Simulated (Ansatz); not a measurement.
Ta2O5:
```cif
data_O5Ta2
_chemical_formula_sum 'Ta2 O5'
_space_group_name_H-M_alt 'P 1'
_space_group_IT_number 1
_cell_length_a 3.81022
_cell_length_b 3.83706
_cell_length_c 6.73312
_cell_angle_alpha 90.000
_cell_angle_beta 106.382
_cell_angle_gamma 90.000
loop_
_space_group_symop_operation_xyz
  'x, y, z'
loop_
_atom_site_label
_atom_site_type_symbol
_atom_site_fract_x
_atom_site_fract_y
_atom_site_fract_z
_atom_site_occupancy
Ta1 Ta 0.64637 0.00000 0.79239 1
Ta2 Ta 0.35363 0.00000 0.20761 1
O1 O 0.65115 0.50000 0.80063 1
O2 O 0.34885 0.50000 0.19937 1
O3 O 0.18561 0.00000 0.87072 1
O4 O 0.81439 0.00000 0.12928 1
O5 O 0.50000 0.00000 0.50000 1
```

Relaxed with LDA.

Give the optical modes at the zone centre with their infrared and Raman activity from DFPT, DFT-LDA in the program Ansatz with PAW potentials.

Transverse frequencies, without the LO–TO term; a row sums one degenerate level.

```tsv
ω (cm⁻¹)	degeneracy	IR ((D/Å)²/amu)	Raman (Å⁴/amu)	activity
12	1	0.00	3.8	Raman
44	1	15.68	0	IR
101	1	0.00	37	Raman
118	1	108.49	0	IR
146	1	0.00	10	Raman
157	1	22.72	0	IR
199	1	13.55	0	IR
208	1	0.00	15	Raman
249	1	0.00	0.87	Raman
271	1	0.00	87	Raman
309	1	1.04	0	IR
378	1	33.41	0	IR
498	1	0.00	27	Raman
530	1	0.00	49	Raman
545	1	66.33	0	IR
562	1	103.39	0	IR
686	1	0.00	380	Raman
871	1	40.92	0	IR
```

How high does the top mode go among those that the LO–TO term moves?

834 cm⁻¹ for q along x, 951 cm⁻¹ for q along y, 1015 cm⁻¹ for q along z.

Space group Cmmm. The workflow started from a Materials Project entry (that database holds measured and hypothetical structures alike); the Crystallography Open Database copy checked does not list it. COD files the formula under space group No. 49, so this cell is another polymorph or a model. Whether it is the stable phase at ambient conditions was not checked. The LDA relaxation kept the symmetry of its start; of distortions, only those at the zone centre were tested. No spin polarisation was allowed. Scalar-relativistic: spin–orbit coupling is off unless named, which matters more the heavier the elements.

Potentials: the later of the program's two PAW sets.
